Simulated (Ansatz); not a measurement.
Below is a relaxed structure of Ti2W. The cell was found from a structure generator's guess, not taken from experiment.

These are results of DFT PBE, scalar-relativistic, plane waves, PAW (Ansatz 0.2.0), not measurements. Cutoff 420 eV, Γ-centred mesh, Gaussian smearing, no spin polarisation.

```xyz
6
Lattice="2.8383 0.0000 0.0000 -1.4191 2.4580 0.0000 0.0000 0.0000 14.4301" Properties=species:S:1:pos:R:3 pbc="T T T"
Ti    0.0000    1.6387    7.2151
Ti    1.4191    0.8193    0.0000
Ti    1.4191    0.8193    4.8364
Ti    1.4191    0.8193    9.5937
W     0.0000    1.6387   12.0158
W     0.0000    1.6387    2.4143
```

Energies over the elements count from the elements' standard structures at the same level, with no fitted energy shifts.

Task: Find its symmetry and describe it.

Result: P-6m2 (No. 187), with Ti and W ordered on hcp sites. Conventional cell: a = 2.838 Å, c = 14.430 Å. Ti on a site of symmetry -6m2 is surrounded by 12 Ti at 2.84–2.89 Å; Ti on a second site of symmetry -6m2 has 6 Ti at 2.84 Å and 6 W at 2.92 Å; around Ti on a site of symmetry 3m lie 9 Ti at 2.84–2.89 Å and 3 W at 2.92 Å; W has 6 W at 2.84 Å and 6 Ti at 2.92 Å.

Task: What is its formation energy per atom?

Result: +0.20 eV/atom. A positive value: parting into the elements would lower its energy.

Task: Is it a metal?

Result: Yes, bands cross the Fermi level on the 18×18×4 mesh.

The last run used an 18×18×4 mesh (in the run's order of axes) for its 6-atom cell and Gaussian smearing of 0.10 eV. Spin–orbit coupling, which can matter for W, is left out. Symmetry constrained the relaxation, so the result can be a saddle point. Another cell of Ti2W relaxed alike, in Fmmm, lies 168 meV/atom lower, so this cell isn't the stable form at this level.
